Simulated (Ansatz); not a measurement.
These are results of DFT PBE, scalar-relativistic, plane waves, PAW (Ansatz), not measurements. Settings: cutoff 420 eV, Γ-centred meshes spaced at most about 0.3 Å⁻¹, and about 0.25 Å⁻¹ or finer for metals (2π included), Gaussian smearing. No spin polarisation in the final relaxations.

All energies are static (0 K, no zero-point motion). All come from trial cells, and lower structures may exist.

**Question.** Order these relaxed structures of SbTe₂O by energy, lowest first, with the energy over the lowest of them.
A.

```
Sb Te O
1.0
     4.02798    0.00000    0.00000
    -2.01399    3.48833    0.00000
     0.00000    0.00000    6.90358
Sb Te O
1 2 1
Direct
  0.66667 0.33333 0.50000
  0.00000 0.00000 0.20988
  0.00000 0.00000 0.79012
  0.33333 0.66667 0.00000
```

B.

```
Sb Te O
1.0
     3.22781    0.00000    0.00000
     0.00000    3.22781    0.00000
     0.00000    0.00000    8.51182
Sb Te O
1 2 1
Direct
  0.00000 0.00000 0.50000
  0.50000 0.50000 0.17042
  0.50000 0.50000 0.82958
  0.00000 0.00000 0.00000
```

C.

```
Sb Te O
1.0
     5.59472    0.00000    0.00000
    -2.79736    4.84517    0.00000
     0.00000    0.00000    4.04249
Sb Te O
1 2 1
Direct
  0.00000 0.00000 0.00000
  0.33333 0.66667 0.00000
  0.66667 0.33333 0.00000
  0.00000 0.00000 0.50000
```

D.

```
Sb Te O
1.0
     5.29636    0.00000    0.00000
    -2.64818    4.58678    0.00000
     0.00000    0.00000    4.25696
Sb Te O
1 2 1
Direct
  0.00000 0.00000 0.00000
  0.66667 0.33333 0.50000
  0.33333 0.66667 0.50000
  0.00000 0.00000 0.50000
```

**Answer.** C (0 meV/atom), D (228 meV/atom), A (308 meV/atom), B (416 meV/atom). Forms: C P6/mmm; D P6/mmm; A P-6m2; B P4/mmm. Counting Sb or Te atoms around O (for each partner element, those within 1.25 times its shortest distance or 1.15 times the sum of covalent radii, where it is the nearest in units of that sum or under 1.3; the shortest distance is added where it exceeds 1.18 times the sum of covalent radii): C has O 2; D has O 2; A has O 6 from 2.7 Å; B has O 8 from 2.7 Å. A holds Te–Te pairs (shortest 2.90 Å); B holds Te–Te pairs (shortest 2.90 Å) (bonds between like non-metal atoms; other contacts aren't counted).

No dispersion correction is applied, so the spacing and binding between layers, chains or molecules are poorly described (P6/mmm at 25.9 Å³/atom, P4/mmm), and this can change margins and order among such cells. These runs have no spin–orbit coupling, which can matter for Sb and Te. In P6/mmm at 27.4 Å³/atom, P6/mmm at 25.9 Å³/atom, P-6m2, P4/mmm an odd number of electrons in the primitive cell allows no gap without spin; a larger cell or a magnetic state could open one. A magnetic state wasn't ruled out in cells without spin, among them P6/mmm at 27.4 Å³/atom, P6/mmm at 25.9 Å³/atom, P-6m2, P4/mmm. Cells relaxed within their symmetry can be saddle points. Some candidate types were left out of the draw beforehand, so a known form may be missing.
